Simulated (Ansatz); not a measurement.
PbSe:
```cif
data_PbSe
_chemical_formula_sum 'Pb1 Se1'
_space_group_name_H-M_alt 'P 1'
_space_group_IT_number 1
_cell_length_a 4.39668
_cell_length_b 4.39668
_cell_length_c 4.39668
_cell_angle_alpha 60.000
_cell_angle_beta 60.000
_cell_angle_gamma 60.000
loop_
_space_group_symop_operation_xyz
  'x, y, z'
loop_
_atom_site_label
_atom_site_type_symbol
_atom_site_fract_x
_atom_site_fract_y
_atom_site_fract_z
_atom_site_occupancy
Pb1 Pb 0.00000 0.00000 0.00000 1
Se1 Se 0.50000 0.50000 0.50000 1
```

Relaxed with PBE. 

Question: HSE06 on this cell (Ansatz, a first-principles code, PAW) gives a gap of 0.86 eV. What does PBE give?

Answer: 0.43 eV.

Cost on shared cores: the PBE run (SCF on a 8×8×8 mesh, then bands and DOS) very roughly 13 core-seconds, the HSE06 run (SCF on 6×6×6, then a few points) about 2.1 core-minutes (a rough figure); the tasks are unlike.

Space group Fm-3m (rock salt). The cell was relaxed with PBE under the symmetry of its start; of distortions, only those at the zone centre were tested. Spin–orbit coupling is left out wherever it is not named.

Potentials: the later of the program's two PAW sets.

Ansatz is a plane-wave DFT program.
